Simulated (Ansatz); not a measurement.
**Ti$_{3}$SnO$_{8}$ (Pmmm) at 2 levels of theory**

One geometry, relaxed with PBE; plane waves with PAW potentials in Ansatz, scalar-relativistic. No spin polarisation. +U rows take U_eff Ti 4.00 eV on the d shells. Gaps are the least over mesh and band path; pressure is positive in compression.

```cif
data_structure
_symmetry_space_group_name_H-M 'Pmmm'
_symmetry_Int_Tables_number 47
_cell_length_a 3.0291
_cell_length_b 6.6412
_cell_length_c 6.6464
_cell_angle_alpha 90.000
_cell_angle_beta 90.000
_cell_angle_gamma 90.000
_cell_volume 133.70
loop_
_atom_site_label
_atom_site_type_symbol
_atom_site_symmetry_multiplicity
_atom_site_Wyckoff_symbol
_atom_site_fract_x
_atom_site_fract_y
_atom_site_fract_z
_atom_site_occupancy
Ti1 Ti 1 a 0.00000 0.00000 0.00000 1
Ti2 Ti 1 g 0.00000 0.50000 0.50000 1
Ti3 Ti 1 f 0.50000 0.50000 0.00000 1
Sn1 Sn 1 d 0.50000 0.00000 0.50000 1
O1 O 2 m 0.00000 0.69332 0.00000 1
O2 O 2 n 0.00000 0.20497 0.50000 1
O3 O 2 t 0.50000 0.50000 0.69407 1
O4 O 2 s 0.50000 0.00000 0.18651 1
```

```tsv
level	cutoff (eV)	k mesh	gap (eV)	pressure (GPa)
PBE	420	10×4×4	1.77	0.0
```

Q: What comes out on the same cell with PBE+U?

A:
```
level  cutoff (eV)  k mesh  gap (eV)  pressure (GPa)
PBE+U          420  10×4×4      2.14             2.3
```

The cell was found from a structure generator's guess, not taken from experiment.
